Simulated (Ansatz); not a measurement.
Data:

CaCu₂S₂:
```
CELL_PARAMETERS angstrom
      3.92175     0.00000     0.00000
     -1.96087     3.39633     0.00000
      0.00000     0.00000     6.53358
ATOMIC_POSITIONS crystal
  Cu 0.33333 0.66667 0.37287
  Cu 0.66667 0.33333 0.62713
  Ca 0.00000 0.00000 0.00000
  S  0.33333 0.66667 0.74153
  S  0.66667 0.33333 0.25847
```

This is the PBE-relaxed structure. Tensor components refer to the Cartesian frame of this cell.

**Question.** All from DFT-PBE in the program Ansatz with PAW potentials, unless another level is named. Predict the formation energy from the elements (no fitted shifts).

**Answer.** -0.94 eV/atom.

**Question.** What about the hole effective mass, band 2 of 2 at the edge?

**Answer.** 0.18 along x, 1.3 along z (mₑ).

**Question.** And the weight of the conduction-edge state by species (Voronoi cells)?

**Answer.** Cu 44 %, S 36 %, Ca 20 %.

**Question.** Give the valence-band maximum.

**Answer.** at Γ.

Space group P-3m1. The workflow started from an entry of the Crystallography Open Database (COD, 293 K). Whether it is the stable phase at ambient conditions was not checked. The cell was relaxed with PBE under the symmetry of its start; whether a distortion lowers the energy is not shown. No spin polarisation was allowed. The references are the lowest solids computed at this level, not always the standard phases.

Potentials: the later of the program's two PAW sets.

Edges and masses are those of Kohn–Sham bands, whose gap is no quasiparticle gap.
